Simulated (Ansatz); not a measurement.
Input, command and steps of an Ansatz relaxation.

```yaml
crystal:
  lattice:
    - [2.81862401, 2.81862401, 5.63724802]
    - [-2.81862401, -2.81862401, 5.63724802]
    - [8.45587203, -5.63724802, 2.81862401]
  atoms:
    - { symbol: B, position: [0.5972040338, 0.0037521054, 0.8001298434] }
    - { symbol: B, position: [0.2994235467, 0.5024260905, 0.4007299381] }
    - { symbol: B, position: [0.7942382886, 0.004072245, 0.4025591075] }
    - { symbol: B, position: [0.6941599977, 0.5058143688, 0.6001037889] }
    - { symbol: B, position: [0.5050667406, 0.4966300614, 0.9988956915] }
    - { symbol: Al, position: [0.9998768492, 0.0026321099, 0.0013786762] }
    - { symbol: Al, position: [0.8992999767, 0.5056915668, 0.2000527167] }
    - { symbol: Ga, position: [0.196802538, 0.0011591626, 0.5991226382] }
    - { symbol: Ga, position: [0.4019455339, 0.9975235673, 0.1990785933] }
    - { symbol: Sb, position: [0.5701937308, 0.8734963475, 0.6009068072] }
    - { symbol: Sb, position: [0.470544535, 0.3775252692, 0.8012169767] }
    - { symbol: Sb, position: [0.9788771181, 0.8723186313, 0.8004361175] }
    - { symbol: Sb, position: [0.3736362186, 0.8725423562, 0.0019298615] }
    - { symbol: Sb, position: [0.7741478732, 0.8755129647, 0.1995444808] }
    - { symbol: Sb, position: [0.6755614959, 0.3732252628, 0.4011579093] }
    - { symbol: Sb, position: [0.1747793287, 0.8758268189, 0.3993631174] }
    - { symbol: Sb, position: [0.0736853357, 0.3753116743, 0.5995938106] }
    - { symbol: Sb, position: [0.8810672716, 0.3697149205, 0.9986549979] }
    - { symbol: Sb, position: [0.2768001031, 0.3713946752, 0.1985497442] }
    - { symbol: Tl, position: [0.1039410361, 0.5003192959, 0.8031692583] }
  symmetry: { detect: false }
basis:
  ecutwfc: 420
kpoints:
  mp_grid: { grid: [2, 2, 2], shift: [0.5, 0.5, 0.5] }
hamiltonian:
  xc: pbe
scf:
  occupations: { method: gaussian, width: 0.1 }
  lower_state_search: "off"
output:
  forces: true
  stress: true
  eigenvalues: true
relax:
  adjacent_minimum: "off"
  f_tol: 0.04
  max_steps: 50
  cell: { stress_tol: 0.3 }
```

```bash
ansatz run input.yaml --threads 4 --pin off --max-ram 9216MiB --backend cpu --events-out ev --progress --plain --runs-dir out
```

Theory: DFT PBE, scalar-relativistic, plane waves, PAW (Ansatz).

Of 7 frames 7 are shown, positions in Å and forces in eV/Å; the SCF threshold varies from step to step. Steps run on the plane waves of an earlier cell, with a Pulay correction in the pressure. The basis is chosen afresh for the last frame, the zero of the energies, and at times for earlier ones too; energy and pressure can step there, also at an unchanged geometry. Where two frames share a geometry here, they differ by under 2 meV/atom and 0.3 GPa.

```xyz
20
Lattice="2.8186 2.8186 5.6372 -2.8186 -2.8186 5.6372 8.4559 -5.6372 2.8186" Properties=species:S:1:pos:R:3:forces:R:3 pbc="T T T" step=1 free_energy_over_end_meV_per_atom=399.25 pressure_GPa=11.87
B     8.4385   -2.8378    5.6430    0.1682    0.1837   -0.1060
B     2.8163   -2.8312    5.6497    0.0412    0.0732   -0.2843
B     5.6312   -0.0421    5.6349    0.2791    0.1388   -0.1669
B     5.6053   -2.8521    8.4560    0.3606    0.2144   -0.1527
B     8.4703   -5.6072    8.4623   -0.0081   -0.0174   -0.1750
Al    2.8225    2.8031    5.6553    0.1157    0.3037   -0.6218
Al    2.8011   -0.0183    8.4842    0.2990    0.2007   -0.4975
Ga    5.6175   -2.8260    2.8047   -0.0917   -0.0826   -0.1522
Ga    0.0047   -2.8010    8.4503    0.0914   -0.1282   -0.0426
Sb    4.2263   -4.2424    9.8322    1.6200    1.6771    2.1133
Sb    7.0372   -4.2545    7.0391    4.3309    4.5779    4.5068
Sb    7.0687   -4.2119   12.6918   -3.9523   -3.9529    0.3853
Sb   -1.3899   -1.4171    7.0305   -0.0612    3.8076    0.1925
Sb    1.4016   -1.4106    9.8620    1.6319   -2.0588    2.0379
Sb    4.2443   -1.4093    7.0430    1.5050   -1.8265   -1.5209
Sb    1.4010   -4.2273    7.0482   -0.0550   -0.0389   -3.4548
Sb    4.2199   -4.2302    4.2211   -4.8984    1.2293   -1.1863
Sb    9.8858   -4.1884    9.8658    0.0039   -4.3670   -3.1952
Sb    1.4123   -1.3859    4.2137   -0.0324   -0.0938    3.6195
Tl    5.6743   -5.6449    5.6702   -1.3479    0.1597   -1.2991
20
Lattice="2.8586 2.8608 5.7093 -2.8680 -2.8634 5.7153 8.5664 -5.7037 2.8504" Properties=species:S:1:pos:R:3:forces:R:3 pbc="T T T" step=2 free_energy_over_end_meV_per_atom=139.66 pressure_GPa=4.89
B     8.5532   -2.8593    5.7063    0.1533    0.3743    0.0083
B     2.8479   -2.8631    5.7161   -0.1448    0.1000   -0.2977
B     5.7183   -0.0364    5.7024    0.3649    0.0192   -0.2178
B     5.6818   -2.8786    8.5615    0.2517    0.3278   -0.0353
B     8.5745   -5.6780    8.5626    0.0671    0.0604   -0.0368
Al    2.8714    2.8492    5.7180    0.3261    0.2827   -0.1095
Al    2.8536   -0.0241    8.5874    0.5264   -0.1185   -0.1346
Ga    5.6834   -2.8487    2.8407   -0.0733    0.3115    0.2106
Ga   -0.0074   -2.8474    8.5618   -0.0800   -0.1956   -0.1072
Sb    4.3157   -4.2517   10.0172    0.7438    0.6959    1.0452
Sb    7.2354   -4.1859    7.2417    1.1684    1.1921    1.2390
Sb    7.0413   -4.3705   12.8567   -1.7306   -1.7724   -0.7355
Sb   -1.4197   -1.3350    7.1317   -0.2843    2.2711    0.2102
Sb    1.4623   -1.4886   10.0453    1.3869   -1.4491    1.1793
Sb    4.3414   -1.4774    7.0885    0.9302   -1.2126   -0.7726
Sb    1.4072   -4.2859    7.0442   -0.0574    0.0436   -1.9377
Sb    4.1252   -4.2430    4.2355   -2.6849    0.6314   -0.3266
Sb   10.0085   -4.3514    9.8981   -0.6987   -2.1180   -1.2654
Sb    1.4279   -1.4060    4.3696   -0.1316   -0.0223    1.9882
Tl    5.7200   -5.7026    5.7268   -0.0333    0.5784    0.0960
20
Lattice="3.0611 3.0468 5.8278 -2.8733 -2.8770 5.6490 8.7164 -5.6492 2.9251" Properties=species:S:1:pos:R:3:forces:R:3 pbc="T T T" step=3 free_energy_over_end_meV_per_atom=33.64 pressure_GPa=0.30
B     8.7812   -2.6412    5.8347    0.1249    0.2472    0.0830
B     2.7999   -2.8672    5.6401    0.0915    0.2513    0.0010
B     6.0501    0.0934    5.8030    0.0491   -0.2032   -0.0139
B     5.9587   -2.7050    8.6607    0.1519    0.0770   -0.1311
B     8.7617   -5.5042    8.6880    0.1285    0.0307   -0.0139
Al    3.1191    3.0358    5.8790    0.0157   -0.0463   -0.1145
Al    3.1650    0.1078    8.7059    0.0877   -0.1694   -0.3493
Ga    5.8426   -2.7125    2.9399   -0.1518   -0.0999   -0.0472
Ga    0.0912   -2.7378    8.5826   -0.1167   -0.2182   -0.0969
Sb    4.6007   -4.0895   10.0892    0.1896    0.2799    0.5200
Sb    7.5009   -3.9796    7.3746    0.4611    0.4575    0.4903
Sb    7.2999   -4.2337   12.9090   -0.7085   -0.6416   -0.0696
Sb   -1.4039   -1.1398    7.1551   -0.2089    0.7881    0.0478
Sb    1.7352   -1.4775   10.1449    0.7676   -0.5425    0.5633
Sb    4.6688   -1.4092    7.1419    0.1249   -0.5649   -0.4757
Sb    1.4340   -4.2806    6.9422    0.0809    0.1509   -0.6646
Sb    4.0797   -4.1950    4.2069   -0.9575    0.6124   -0.0691
Sb   10.2651   -4.2691   10.0250   -0.0750   -0.8493   -0.4631
Sb    1.4239   -1.3221    4.4751    0.0627    0.1191    0.8062
Tl    5.8927   -5.5463    5.7883   -0.1177    0.3212   -0.0026
20
Lattice="2.9534 2.9344 5.7273 -2.8913 -2.8982 5.6782 8.7030 -5.7441 2.8799" Properties=species:S:1:pos:R:3:forces:R:3 pbc="T T T" step=4 free_energy_over_end_meV_per_atom=4.63 pressure_GPa=0.76
B     8.6942   -2.7461    5.7576   -0.0388    0.0381    0.0026
B     2.7213   -2.8320    5.6293    0.2425    0.2144    0.1786
B     6.0259   -0.1239    5.7262    0.0734   -0.0638    0.0326
B     5.8750   -2.8424    8.5601    0.0408    0.0334    0.1359
B     8.6546   -5.6511    8.6240   -0.0692    0.0450   -0.0266
Al    3.0475    2.8354    5.7509    0.0578   -0.0337   -0.0391
Al    3.1370   -0.1331    8.5770    0.0205   -0.0395   -0.0109
Ga    5.7795   -2.7720    2.8684    0.0118   -0.0263    0.0231
Ga   -0.0219   -2.8270    8.5428    0.0301    0.0324    0.0507
Sb    4.5614   -4.2152   10.0706    0.0049   -0.1440   -0.0636
Sb    7.4598   -4.0780    7.3309    0.1626    0.1401    0.2105
Sb    7.1597   -4.4701   12.8103   -0.0629    0.0430    0.3139
Sb   -1.5123   -1.1092    7.1637   -0.0639   -0.1274   -0.1605
Sb    1.7795   -1.7311   10.1384   -0.0894    0.0643   -0.1383
Sb    4.6049   -1.6725    6.9640   -0.0237    0.0800    0.0400
Sb    1.4115   -4.2905    6.8656   -0.1053   -0.2038    0.2157
Sb    3.9239   -4.1161    4.2019   -0.1104   -0.0210   -0.5789
Sb   10.1513   -4.5432    9.9310    0.2186   -0.0122    0.0237
Sb    1.3516   -1.3316    4.5277   -0.1453   -0.0755   -0.1524
Tl    5.7964   -5.5883    5.6975   -0.1541    0.0566   -0.0571
20
Lattice="2.9597 2.9712 5.7640 -2.8964 -2.8919 5.6927 8.7088 -5.7520 2.8720" Properties=species:S:1:pos:R:3:forces:R:3 pbc="T T T" step=5 free_energy_over_end_meV_per_atom=1.00 pressure_GPa=-0.06
B     8.7269   -2.7171    5.7931   -0.0212   -0.0555    0.0222
B     2.7637   -2.7984    5.6698   -0.0486   -0.0163    0.0130
B     6.0384   -0.1172    5.7449    0.0160    0.0129    0.0167
B     5.8594   -2.8300    8.5909    0.0110   -0.0509   -0.0141
B     8.6745   -5.6166    8.6625   -0.0104    0.0045   -0.0365
Al    3.0912    2.8654    5.7772   -0.0224   -0.0390   -0.0205
Al    3.1450   -0.1136    8.6141    0.0185    0.0238    0.0463
Ga    5.7950   -2.7873    2.8867    0.0399    0.0540   -0.0298
Ga   -0.0328   -2.8270    8.5667   -0.0531   -0.0388    0.0185
Sb    4.5673   -4.2168   10.1101   -0.0078   -0.0152   -0.0038
Sb    7.4731   -4.0511    7.3654   -0.0035    0.0144    0.0025
Sb    7.1779   -4.4218   12.8830    0.0433   -0.0195   -0.0155
Sb   -1.5132   -1.0900    7.1814    0.0286   -0.0009    0.0183
Sb    1.7727   -1.7229   10.1507    0.0483    0.0309    0.0169
Sb    4.5939   -1.6584    6.9828    0.0426    0.0619    0.0166
Sb    1.4187   -4.3093    6.8964   -0.0158    0.0052   -0.0136
Sb    3.8631   -4.0899    4.1193   -0.0402    0.0039    0.0057
Sb   10.1827   -4.4924    9.9799   -0.0091    0.0029   -0.0326
Sb    1.3297   -1.3324    4.5535   -0.0037   -0.0106   -0.0612
Tl    5.7495   -5.5326    5.6651   -0.0123    0.0322    0.0509
20
Lattice="2.9605 2.9571 5.7599 -2.8928 -2.8995 5.6972 8.7090 -5.7544 2.8863" Properties=species:S:1:pos:R:3:forces:R:3 pbc="T T T" step=6 free_energy_over_end_meV_per_atom=0.74 pressure_GPa=0.00
B     8.7273   -2.7408    5.8050    0.0004   -0.0044   -0.0008
B     2.7578   -2.7993    5.6797   -0.0010   -0.0004   -0.0152
B     6.0524   -0.1249    5.7538   -0.0116    0.0014   -0.0071
B     5.8648   -2.8462    8.6016   -0.0039   -0.0021   -0.0059
B     8.6676   -5.6331    8.6694   -0.0051   -0.0048   -0.0035
Al    3.0866    2.8359    5.7720    0.0093   -0.0068   -0.0042
Al    3.1389   -0.1258    8.6176   -0.0062    0.0123   -0.0055
Ga    5.8064   -2.7840    2.8854    0.0205   -0.0052   -0.0147
Ga   -0.0319   -2.8472    8.5774   -0.0124    0.0018    0.0148
Sb    4.5783   -4.2374   10.1247    0.0065   -0.0022   -0.0055
Sb    7.4717   -4.0637    7.3771    0.0083   -0.0005    0.0054
Sb    7.1933   -4.4519   12.8885   -0.0076    0.0041    0.0049
Sb   -1.5086   -1.1135    7.1827    0.0067   -0.0080   -0.0006
Sb    1.7864   -1.7459   10.1579    0.0120   -0.0043    0.0037
Sb    4.6046   -1.6572    6.9943    0.0030   -0.0043    0.0017
Sb    1.4268   -4.3144    6.9067   -0.0048    0.0057   -0.0035
Sb    3.8634   -4.0814    4.1242   -0.0200   -0.0021    0.0056
Sb   10.1726   -4.5111    9.9901    0.0003    0.0084    0.0051
Sb    1.3249   -1.3410    4.5508    0.0076    0.0091    0.0106
Tl    5.7393   -5.5260    5.6776   -0.0020    0.0023    0.0147
20
Lattice="2.9605 2.9571 5.7599 -2.8928 -2.8995 5.6972 8.7090 -5.7544 2.8863" Properties=species:S:1:pos:R:3:forces:R:3 pbc="T T T" step=7 free_energy_over_end_meV_per_atom=0.00 pressure_GPa=0.01
B     8.7273   -2.7408    5.8050    0.0005   -0.0044   -0.0008
B     2.7578   -2.7993    5.6797   -0.0015   -0.0008   -0.0155
B     6.0524   -0.1249    5.7538   -0.0115    0.0016   -0.0073
B     5.8648   -2.8462    8.6016   -0.0037   -0.0021   -0.0059
B     8.6676   -5.6331    8.6694   -0.0050   -0.0047   -0.0034
Al    3.0866    2.8359    5.7720    0.0092   -0.0068   -0.0043
Al    3.1389   -0.1258    8.6176   -0.0063    0.0122   -0.0055
Ga    5.8064   -2.7840    2.8854    0.0205   -0.0053   -0.0148
Ga   -0.0319   -2.8472    8.5774   -0.0124    0.0018    0.0148
Sb    4.5783   -4.2374   10.1247    0.0065   -0.0020   -0.0052
Sb    7.4717   -4.0637    7.3771    0.0082   -0.0006    0.0053
Sb    7.1933   -4.4519   12.8885   -0.0077    0.0042    0.0045
Sb   -1.5086   -1.1135    7.1827    0.0068   -0.0078   -0.0004
Sb    1.7864   -1.7459   10.1579    0.0122   -0.0045    0.0038
Sb    4.6046   -1.6572    6.9943    0.0032   -0.0043    0.0017
Sb    1.4268   -4.3144    6.9067   -0.0046    0.0058   -0.0036
Sb    3.8634   -4.0814    4.1242   -0.0200   -0.0021    0.0059
Sb   10.1726   -4.5111    9.9901   -0.0002    0.0085    0.0051
Sb    1.3249   -1.3410    4.5508    0.0078    0.0092    0.0109
Tl    5.7393   -5.5260    5.6776   -0.0020    0.0022    0.0148
```

Time: 76 s on 4 threads of Arm Neoverse V2 (shared host), peak memory 1.4 GiB.

The k mesh is coarse. Spin–orbit coupling is left out, which can shift energies with elements as heavy as these.